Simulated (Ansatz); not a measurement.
Trial structure of Mg5Co3, not yet relaxed:

```cif
data_structure
_symmetry_space_group_name_H-M 'Pm-3m'
_symmetry_Int_Tables_number 221
_cell_length_a 5.1934
_cell_length_b 5.1934
_cell_length_c 5.1934
_cell_angle_alpha 90.000
_cell_angle_beta 90.000
_cell_angle_gamma 90.000
_cell_volume 140.08
loop_
_atom_site_label
_atom_site_type_symbol
_atom_site_symmetry_multiplicity
_atom_site_Wyckoff_symbol
_atom_site_fract_x
_atom_site_fract_y
_atom_site_fract_z
_atom_site_occupancy
Mg1 Mg 1 a 0.00000 0.00000 0.00000 1
Mg2 Mg 3 c 0.00000 0.50000 0.50000 1
Mg3 Mg 1 b 0.50000 0.50000 0.50000 1
Co1 Co 3 d 0.50000 0.00000 0.00000 1
```

Computed with DFT PBE, scalar-relativistic, plane waves, PAW in Ansatz 0.2.0. Settings: cutoff 420 eV, Γ-centred mesh 4×4×4 on the computed 8-atom cell, Gaussian smearing of 0.10 eV; collinear spin from starting moments 0.0 0.0 0.0 0.0 0.0 3.0 3.0 3.0 μB.

Energies over the elements count from the elements' standard structures at the same level, with no fitted energy shifts.

Task: Estimate its pressure, forces and energy as it stands.

Result: The pressure is 3.4 GPa (it wants to expand), the largest force is 0.00 eV/Å (symmetry fixes the atoms), and the energy is +0.77 eV/atom against the elements. The shortest distance is 2.60 Å.

Task: How much does it gain on relaxing, and where does it end?

Result: Relaxing gains under 0.1 eV/atom (the start's value is from the coarse mesh, so the gain is rough) in 6 ionic steps and ends at +0.76 eV/atom on the finer mesh. The symmetry stays Pm-3m (No. 221). The volume per atom grows by 6.6 %, from 17.5 to 18.7 Å³. The shortest distance goes from 2.60 Å (Mg–Co and Mg–Mg) to 2.65 Å (Mg–Co and Mg–Mg). Conventional cell: a = 5.304 Å. Around Mg on a site of symmetry m-3m lie 6 Co at 2.65 Å; Mg on a site of symmetry 4/mmm has 2 Mg at 2.65 Å and 4 Co at 2.65 Å; around Co lie 6 Mg at 2.65 Å; 1 more site not described.

The last run used collinear spin, an 8×8×8 mesh for its 8-atom cell and Gaussian smearing of 0.10 eV. Another magnetic order may lie lower. The relaxation can't lower the symmetry of the start. A structure relaxed within its symmetry needn't be a true minimum.
